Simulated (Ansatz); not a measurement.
A relaxation of cell and atoms of a 14-atom cell of Ge2CN4 built on β-Si3N4 (relaxed group Pm) with Ansatz, at the level PBE. It starts from a guessed cell.

```yaml
crystal:
  lattice:
    - [7.48701966, 0.0, 0.0]
    - [0.0, 2.86030055, 0.0]
    - [-3.74350983, 0.0, 6.48394922]
  atoms:
    - { symbol: Ge, position: [0.59386372, 0.5, 0.82494615] }
    - { symbol: Ge, position: [0.82494615, 0.0, 0.23108243] }
    - { symbol: Ge, position: [0.76891757, 0.0, 0.59386372] }
    - { symbol: Ge, position: [0.23108243, 0.5, 0.40613628] }
    - { symbol: C, position: [0.17505385, 0.5, 0.76891757] }
    - { symbol: C, position: [0.40613628, 0.0, 0.17505385] }
    - { symbol: "N", position: [0.33333334, 0.5, 0.66666667] }
    - { symbol: "N", position: [0.66666666, 0.0, 0.33333333] }
    - { symbol: "N", position: [0.70065891, 0.5, 0.6698534] }
    - { symbol: "N", position: [0.6698534, 0.0, 0.96919449] }
    - { symbol: "N", position: [0.03080551, 0.0, 0.70065891] }
    - { symbol: "N", position: [0.96919449, 0.5, 0.29934109] }
    - { symbol: "N", position: [0.29934109, 0.0, 0.3301466] }
    - { symbol: "N", position: [0.3301466, 0.5, 0.03080551] }
kpoints:
  mp_grid: { grid: [4, 8, 4] }
hamiltonian:
  xc: pbe
scf:
  occupations: { method: fermi_dirac, width: 0.02 }
relax:
  f_tol: 0.005
  cell: {}
```

Of the 21 recorded frames of the trajectory, 11 are shown, each with fractional positions and then forces in eV/Å along x, y and z. Some frames, the last among them, repeat a geometry solved again on a basis re-selected at its cell; pressure is positive in compression.

Step 1: energy 0.0 meV/atom from step 1, largest force component 7.468 eV/Å, pressure +29.59 GPa; a = 7.487 Å, b = 2.860 Å, c = 7.487 Å, α = 90.00°, β = 120.00°, γ = 90.00°
```
Ge 0.5939 0.5000 0.8249    -0.584   0.000   1.784
Ge 0.8249 0.0000 0.2311     0.489   0.000  -0.340
Ge 0.7689 0.0000 0.5939    -1.658   0.000   0.102
Ge 0.2311 0.5000 0.4061     0.697   0.000  -1.032
C  0.1751 0.5000 0.7689     1.289   0.000   0.799
C  0.4061 0.0000 0.1751    -0.427   0.000   0.843
N  0.3333 0.5000 0.6667    -7.468   0.000   2.884
N  0.6667 0.0000 0.3333    -6.478   0.000  -4.823
N  0.7007 0.5000 0.6699    -0.215   0.000  -0.203
N  0.6699 0.0000 0.9692    -0.067   0.000   0.159
N  0.0308 0.0000 0.7007     7.419   0.000   3.617
N  0.9692 0.5000 0.2993     0.017   0.000   0.423
N  0.2993 0.0000 0.3301     6.987   0.000  -4.269
N  0.3301 0.5000 0.0308    -0.002   0.000   0.056
```

Step 2: energy -246.2 meV/atom from step 1, largest force component 4.109 eV/Å, pressure +10.18 GPa; a = 7.405 Å, b = 2.927 Å, c = 7.627 Å, α = 90.00°, β = 119.71°, γ = 90.00°
```
Ge 0.5842 0.5000 0.8258     0.070   0.000   0.573
Ge 0.8156 0.0000 0.2280     0.418   0.000   0.290
Ge 0.7763 0.0000 0.5980    -0.448   0.000   0.285
Ge 0.2365 0.5000 0.3988     0.031   0.000  -0.013
C  0.1882 0.5000 0.7856     1.814   0.000  -0.567
C  0.3999 0.0000 0.1647     0.070   0.000   4.109
N  0.3151 0.5000 0.6622    -3.340   0.000   2.410
N  0.6474 0.0000 0.3283    -2.999   0.000  -3.562
N  0.7036 0.5000 0.6752     0.098   0.000  -0.156
N  0.6588 0.0000 0.9678    -0.081   0.000  -0.162
N  0.0578 0.0000 0.7150     1.473   0.000   1.617
N  0.9652 0.5000 0.2922     0.085   0.000   0.184
N  0.3146 0.0000 0.3221     3.094   0.000  -3.007
N  0.3368 0.5000 0.0362    -0.286   0.000  -2.002
```

Step 3: energy -356.0 meV/atom from step 1, largest force component 1.826 eV/Å, pressure +0.16 GPa; a = 7.628 Å, b = 2.946 Å, c = 7.610 Å, α = 90.00°, β = 120.10°, γ = 90.00°
```
Ge 0.5771 0.5000 0.8245     0.199   0.000   0.011
Ge 0.8131 0.0000 0.2313     0.286   0.000   0.246
Ge 0.7821 0.0000 0.6020     0.134   0.000   0.860
Ge 0.2352 0.5000 0.3911    -0.144   0.000   0.048
C  0.1995 0.5000 0.7890     0.596   0.000   0.102
C  0.4088 0.0000 0.1740     0.412   0.000   1.826
N  0.3060 0.5000 0.6654    -0.657   0.000   1.136
N  0.6322 0.0000 0.3194    -0.813   0.000  -1.713
N  0.7029 0.5000 0.6766    -0.026   0.000  -0.181
N  0.6546 0.0000 0.9680     0.067   0.000  -0.328
N  0.0702 0.0000 0.7303    -0.409   0.000   0.170
N  0.9652 0.5000 0.2928     0.076   0.000   0.160
N  0.3156 0.0000 0.3051     0.290   0.000  -0.961
N  0.3374 0.5000 0.0304    -0.011   0.000  -1.375
```

Step 4: energy -383.2 meV/atom from step 1, largest force component 0.802 eV/Å, pressure -0.97 GPa; a = 7.626 Å, b = 2.979 Å, c = 7.562 Å, α = 90.00°, β = 119.73°, γ = 90.00°
```
Ge 0.5861 0.5000 0.8261    -0.142   0.000  -0.011
Ge 0.8179 0.0000 0.2322     0.018   0.000   0.077
Ge 0.7804 0.0000 0.5981     0.550   0.000   0.274
Ge 0.2383 0.5000 0.4009     0.388   0.000  -0.053
C  0.2027 0.5000 0.7951     0.006   0.000   0.478
C  0.4069 0.0000 0.1773     0.511   0.000   0.669
N  0.3141 0.5000 0.6822    -0.268   0.000  -0.051
N  0.6229 0.0000 0.3050    -0.802   0.000  -0.496
N  0.6847 0.5000 0.6521    -0.373   0.000  -0.068
N  0.6793 0.0000 0.9644     0.338   0.000   0.239
N  0.0665 0.0000 0.7340    -0.219   0.000   0.037
N  0.9703 0.5000 0.3123    -0.397   0.000  -0.120
N  0.3042 0.0000 0.2975     0.146   0.000  -0.426
N  0.3257 0.5000 0.0228     0.243   0.000  -0.551
```

Step 5: energy -389.4 meV/atom from step 1, largest force component 2.544 eV/Å, pressure +2.14 GPa; a = 7.459 Å, b = 3.012 Å, c = 7.525 Å, α = 90.00°, β = 118.77°, γ = 90.00°
```
Ge 0.5929 0.5000 0.8294    -0.332   0.000  -0.115
Ge 0.8199 0.0000 0.2326     0.515   0.000  -0.375
Ge 0.7777 0.0000 0.5929     0.732   0.000   0.698
Ge 0.2441 0.5000 0.4074     0.853   0.000   0.069
C  0.2061 0.5000 0.8066    -0.311   0.000  -0.603
C  0.4123 0.0000 0.1825    -2.300   0.000  -1.647
N  0.3164 0.5000 0.6931     0.681   0.000  -0.816
N  0.6091 0.0000 0.2924     2.544   0.000   1.673
N  0.6624 0.5000 0.6268    -0.625   0.000   0.088
N  0.7046 0.0000 0.9627     0.408   0.000   0.521
N  0.0643 0.0000 0.7450    -0.625   0.000  -0.224
N  0.9725 0.5000 0.3294    -1.011   0.000  -0.493
N  0.2935 0.0000 0.2844    -0.911   0.000   0.192
N  0.3242 0.5000 0.0150     0.380   0.000   1.031
```

Step 16: energy -425.4 meV/atom from step 1, largest force component 0.011 eV/Å, pressure +0.34 GPa; a = 7.207 Å, b = 2.965 Å, c = 7.621 Å, α = 90.00°, β = 117.68°, γ = 90.00°
```
Ge 0.5888 0.5000 0.8437    -0.003   0.000   0.001
Ge 0.8326 0.0000 0.2291    -0.003   0.000   0.002
Ge 0.7635 0.0000 0.5835     0.002   0.000   0.003
Ge 0.2662 0.5000 0.4157    -0.004   0.000  -0.001
C  0.1955 0.5000 0.8031    -0.004   0.000  -0.010
C  0.4074 0.0000 0.1743     0.001   0.000   0.001
N  0.3086 0.5000 0.6906     0.001   0.000   0.002
N  0.6186 0.0000 0.2955     0.000   0.000  -0.004
N  0.6260 0.5000 0.6135     0.000   0.000  -0.001
N  0.7338 0.0000 0.9650     0.003   0.000  -0.005
N  0.0511 0.0000 0.7613     0.003   0.000   0.000
N  0.9799 0.5000 0.3436     0.003   0.000   0.003
N  0.2749 0.0000 0.2651     0.004   0.000  -0.004
N  0.3531 0.5000 0.0160    -0.001   0.000   0.011
```

Step 17: energy -425.4 meV/atom from step 1, largest force component 0.045 eV/Å, pressure -0.14 GPa; a = 7.200 Å, b = 2.970 Å, c = 7.629 Å, α = 90.00°, β = 117.61°, γ = 90.00°
```
Ge 0.5890 0.5000 0.8437    -0.018   0.000   0.012
Ge 0.8326 0.0000 0.2288     0.030   0.000  -0.009
Ge 0.7635 0.0000 0.5834     0.004   0.000  -0.007
Ge 0.2662 0.5000 0.4158     0.022   0.000   0.010
C  0.1954 0.5000 0.8032     0.034   0.000   0.006
C  0.4074 0.0000 0.1745    -0.016   0.000   0.032
N  0.3085 0.5000 0.6908     0.024   0.000   0.007
N  0.6187 0.0000 0.2955    -0.017   0.000  -0.008
N  0.6261 0.5000 0.6135     0.002   0.000  -0.009
N  0.7338 0.0000 0.9649    -0.012   0.000  -0.001
N  0.0509 0.0000 0.7614    -0.010   0.000   0.004
N  0.9798 0.5000 0.3432    -0.045   0.000  -0.022
N  0.2749 0.0000 0.2653     0.011   0.000   0.000
N  0.3531 0.5000 0.0160    -0.011   0.000  -0.013
```

Step 18: energy -425.4 meV/atom from step 1, largest force component 0.030 eV/Å, pressure -0.01 GPa; a = 7.195 Å, b = 2.970 Å, c = 7.628 Å, α = 90.00°, β = 117.56°, γ = 90.00°
```
Ge 0.5893 0.5000 0.8437    -0.003   0.000   0.013
Ge 0.8330 0.0000 0.2285    -0.030   0.000   0.006
Ge 0.7635 0.0000 0.5828     0.015   0.000  -0.007
Ge 0.2666 0.5000 0.4164    -0.007   0.000  -0.007
C  0.1955 0.5000 0.8032    -0.007   0.000   0.026
C  0.4073 0.0000 0.1747     0.002   0.000  -0.029
N  0.3089 0.5000 0.6910    -0.021   0.000  -0.005
N  0.6184 0.0000 0.2951     0.008   0.000   0.011
N  0.6259 0.5000 0.6132     0.001   0.000   0.003
N  0.7340 0.0000 0.9648     0.002   0.000  -0.009
N  0.0507 0.0000 0.7613     0.010   0.000   0.005
N  0.9795 0.5000 0.3438     0.022   0.000  -0.004
N  0.2747 0.0000 0.2656     0.002   0.000   0.008
N  0.3527 0.5000 0.0159     0.005   0.000  -0.011
```

Step 19: energy -425.4 meV/atom from step 1, largest force component 0.019 eV/Å, pressure 0.00 GPa; a = 7.197 Å, b = 2.969 Å, c = 7.626 Å, α = 90.00°, β = 117.56°, γ = 90.00°
```
Ge 0.5888 0.5000 0.8437     0.000   0.000  -0.002
Ge 0.8327 0.0000 0.2285    -0.004   0.000  -0.009
Ge 0.7637 0.0000 0.5832    -0.019   0.000   0.003
Ge 0.2663 0.5000 0.4161     0.007   0.000  -0.001
C  0.1955 0.5000 0.8034     0.010   0.000  -0.003
C  0.4075 0.0000 0.1746     0.001   0.000   0.015
N  0.3085 0.5000 0.6907     0.006   0.000   0.007
N  0.6186 0.0000 0.2953     0.006   0.000  -0.013
N  0.6262 0.5000 0.6134     0.003   0.000  -0.004
N  0.7337 0.0000 0.9647    -0.004   0.000   0.006
N  0.0509 0.0000 0.7617     0.001   0.000   0.003
N  0.9795 0.5000 0.3432     0.004   0.000   0.006
N  0.2750 0.0000 0.2656    -0.002   0.000  -0.003
N  0.3531 0.5000 0.0159    -0.008   0.000  -0.006
```

Step 20: energy -425.4 meV/atom from step 1, largest force component 0.005 eV/Å, pressure 0.00 GPa; a = 7.197 Å, b = 2.970 Å, c = 7.627 Å, α = 90.00°, β = 117.57°, γ = 90.00°
```
Ge 0.5890 0.5000 0.8437    -0.003   0.000   0.001
Ge 0.8327 0.0000 0.2285     0.003   0.000   0.001
Ge 0.7636 0.0000 0.5831     0.001   0.000   0.001
Ge 0.2665 0.5000 0.4162    -0.001   0.000   0.000
C  0.1955 0.5000 0.8033     0.002   0.000   0.002
C  0.4074 0.0000 0.1746    -0.003   0.000  -0.005
N  0.3086 0.5000 0.6908     0.003   0.000  -0.003
N  0.6185 0.0000 0.2952     0.003   0.000   0.004
N  0.6260 0.5000 0.6133     0.001   0.000  -0.001
N  0.7337 0.0000 0.9648     0.000   0.000  -0.002
N  0.0509 0.0000 0.7616    -0.002   0.000  -0.001
N  0.9796 0.5000 0.3434    -0.003   0.000  -0.002
N  0.2749 0.0000 0.2655     0.000   0.000   0.001
N  0.3529 0.5000 0.0159    -0.002   0.000   0.002
```

Step 21: energy -425.5 meV/atom from step 1, largest force component 0.005 eV/Å, pressure +0.01 GPa; a = 7.197 Å, b = 2.970 Å, c = 7.627 Å, α = 90.00°, β = 117.57°, γ = 90.00°
```
Ge 0.5890 0.5000 0.8437    -0.003   0.000   0.001
Ge 0.8327 0.0000 0.2285     0.003   0.000   0.002
Ge 0.7636 0.0000 0.5831     0.001   0.000   0.001
Ge 0.2665 0.5000 0.4162    -0.001   0.000   0.000
C  0.1955 0.5000 0.8033     0.002   0.000   0.002
C  0.4074 0.0000 0.1746    -0.003   0.000  -0.005
N  0.3086 0.5000 0.6908     0.003   0.000  -0.003
N  0.6185 0.0000 0.2952     0.003   0.000   0.004
N  0.6260 0.5000 0.6133     0.001   0.000  -0.001
N  0.7337 0.0000 0.9648     0.000   0.000  -0.002
N  0.0509 0.0000 0.7616    -0.002   0.000  -0.001
N  0.9796 0.5000 0.3434    -0.003   0.000  -0.002
N  0.2749 0.0000 0.2655     0.000   0.000   0.001
N  0.3529 0.5000 0.0159    -0.002   0.000   0.003
```

The walk took 19 steps, besides SCFs solved again on a fresh basis, and changed the volume by +4.1 %. The last SCF, on a fresh basis, lies 425 meV an atom below the first. Final cell: space group Pm (No. 6), monoclinic; conventional cell a = 7.197 Å, b = 2.970 Å, c = 7.627 Å, β = 117.6°, 10.32 Å³ an atom. Ge is surrounded by 4 N at 1.80–1.90 Å; Ge is surrounded by 4 N at 1.80–1.83 Å; Ge is surrounded by 4 N at 1.86–1.95 Å; Ge is surrounded by 4 N at 1.87–1.97 Å; C is surrounded by 4 N at 1.43–1.76 Å; C is surrounded by 2 N at 1.36–1.41 Å; N is surrounded by 1 C at 1.43 Å and 2 Ge at 1.80–1.97 Å; N is surrounded by 1 C at 1.36 Å and 2 Ge at 1.83–1.95 Å (further sites aren't listed).

It took 71 s on 1 × NVIDIA H100 80GB HBM3 with 2 threads of AMD EPYC 7R13 Processor (Zen 3) (shared host), load about 0.7 per core; peak host memory 1.2 GiB.

These are computed values for a spin-unpolarised cell that may be hypothetical; none is a measurement.
